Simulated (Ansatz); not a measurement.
## TiTc, one cell by several methods

```
CELL_PARAMETERS angstrom
3.11000 0.00000 0.00000
0.00000 3.11000 0.00000
0.00000 0.00000 3.17220
ATOMIC_POSITIONS crystal
Ti 0.50000 0.50000 0.50000
Tc 0.00000 0.00000 0.00000
```

Atom numbers follow the list: Ti1, Tc2.

Conventional cell: a = 3.110 Å, b = 3.110 Å, c = 3.172 Å, α = 90.00°, β = 90.00°, γ = 90.00°. Around Ti (atom 1) lie 8 Tc at 2.71 Å and 4 Ti at 3.11 Å. Tc (atom 2) has 8 Ti at 2.71 Å and 4 Tc at 3.11 Å as nearest neighbours.

The cell comes from COD entry 1527274, which wasn't checked; take it as a given geometry. The listed cell was then made from it by scaling, straining or moving an atom.

Spin polarisation is left out, and whether a magnetic state lies lower isn't shown here.

Levels of theory: DFT, PBEsol, PAW with Ansatz's default frozen-core files, scalar-relativistic (Ansatz 0.2.0); DFT, PBEsol, all-electron PAW with datasets made for the crystal, scalar-relativistic (Ansatz 0.2.0); DFT, PBEsol, all-electron LAPW, scalar-relativistic (Ansatz 0.2.0).

For PAW: a Γ-centred 12×12×12 k mesh, Fermi–Dirac smearing of 0.08 eV, cutoff 500 eV, no spin polarisation; the PAW files were made with PBE, and the program remakes their frozen cores for this functional. The crystal-made all-electron datasets (AE datasets) take a cutoff of 280 eV at this cell. LAPW targets a basis error of 0.25 meV/atom. The Ansatz runs share mesh, smearing and spin set-up. Plane-wave (PAW) pressures include the program's estimate of the Pulay term.

Stress and pressure are positive in compression.

Spin–orbit coupling is left out, which moves gradients at and beside heavy atoms by some per cent and at worst by a factor of two.

In a metal, gradients converge slowly with the k mesh: the values move by tens of per cent from one mesh to another, at times in sign, so only the comparison on one mesh counts.

```csv
quantity,PAW,AE datasets,LAPW
pressure (GPa),-11.62,-11.61,-11.61
stress xx (GPa),-10.30,-10.29,-10.30
stress zz (GPa),-14.25,-14.24,-14.25
field gradient Vzz at Tc2 (10²¹ V/m²),0.74,0.73,–
```

PAW's pressure differs from the LAPW value by about 0.01 GPa or less. Datasets made for the crystal and LAPW share parts of one code, so their agreement isn't an independent check.
